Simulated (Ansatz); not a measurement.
**Ga (bcc): energy against volume**

Method: DFT, PBEsol, plane waves (420 eV) with PAW, scalar-relativistic in Ansatz 0.2.0. (PAW data from PBE, frozen cores regenerated.)

The cell is scaled uniformly from the relaxed one, with fractional coordinates and shape fixed. Energies are extrapolated to zero smearing, pressures are those at the given smearing. Magnetic state: spin not included.

A Birch-Murnaghan fit gives V₀ = 17.93 Å³/atom, B₀ = 60 GPa, B₀′ = 5.1.

Question: What are the energy above the minimum and the pressure at 16.543 Å³/atom?

Answer: 23.4 meV/atom and 5.91 GPa as computed.

Question: What are the energy above the minimum and the pressure at 17.262 Å³/atom?

Answer: 4.9 meV/atom and 2.53 GPa as computed.

Question: What are the energy above the minimum and the pressure at 20.140 Å³/atom?

Answer: 40.2 meV/atom and -5.12 GPa as computed.
